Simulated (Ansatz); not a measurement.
## Cold compression of BIr

```xyz
2
Lattice="3.0413 0.0000 0.0000 -1.5207 2.6339 0.0000 0.0000 0.0000 2.7044" Properties=species:S:1:pos:R:3 pbc="T T T"
B     0.0000    0.0000    1.3522
Ir    1.5207    0.8780    0.0000
```

The base volume is that of a database entry, with shape and atoms relaxed on PAW files at held volume, so it needn't be at zero pressure; the structure needn't be the stable phase, at rest or compressed.

Its volume is scaled, and at each volume shape and atoms are relaxed on PAW files; all methods then take that cell.

Computed with Ansatz 0.2.0; functional PBEsol, scalar-relativistic. Settings: a Γ-centred 14×14×13 k mesh, Fermi–Dirac smearing of 0.05 eV, no spin polarisation. Methods: LAPW: all electrons, basis error target 1 meV/atom; PAW: frozen-core files, cutoff 420 eV; crystal datasets: all electrons, by PAW datasets that the program makes for each cell.

Energies are extrapolated to zero smearing and count from the unscaled cell; pressure is positive in compression; gaps take the mesh and a band path. No temperature or zero-point motion is included.

Spin–orbit coupling is left out, which matters for the heavy atoms. The PAW files were made under PBE.

| V/V0 | V (Å³/atom) | P LAPW (GPa) | ΔE LAPW (eV/atom) | P PAW − LAPW (GPa) | ΔE PAW − LAPW (meV/atom) | space group | shortest distance (Å) |
| --- | --- | --- | --- | --- | --- | --- | --- |
| 1.00 | 10.83 | -5.62 | 0.000 | 0.07 | 0.0 | P-6m2 | 2.216 |
| 0.65 | 7.04 | ? | 2.547 | 0.96 | 7.3 | P-6m2 | 1.929 |
| 0.55 | 5.96 | 653.3 | 5.712 | 2.36 | 17.2 | P-6m2 | ? |
| 0.45 | 4.87 | 1340 | 12.153 | 6.11 | 43.8 | P-6m2 | 1.732 |

(1) Fill in "shortest distance (Å)" for the row "0.55".

(2) Give the missing entry: row "0.65", column "P LAPW (GPa)".

(3) From the table, what is the rise of the enthalpy H = E + pV up to the last row, and how stiff is the crystal between the last two rows?

(4) At the smallest volume, how far do crystal datasets lie from LAPW in pressure?

(5) How do the Löwdin populations by LAPW change from the unscaled cell to the last row?

Results:

(1) 1.851.

(2) 327.9.

(3) ΔH = 12.153 eV + (1340 GPa × 4.87 Å³ + 5.62 GPa × 10.83 Å³) × 0.006242 eV/(GPa·Å³) = 53.29 eV/atom, of which pV makes 77 %. The mean bulk modulus there is −ΔP/Δln V = 3420 GPa.

(4) crystal datasets: -0.01 GPa, on a LAPW pressure of 1340 GPa.

(5) B 2s 1.07 → 0.77, B 2p 2.59 → 2.95, Ir 5s 1.95 → 1.84, Ir 6s 0.59 → 0.50, Ir 5p 5.98 → 5.95, Ir 5d 7.75 → 7.93 electrons an atom. These are projections on the shells that the free atoms fill; 0.08 e a cell lies outside them at the start and 0.11 e at the end.
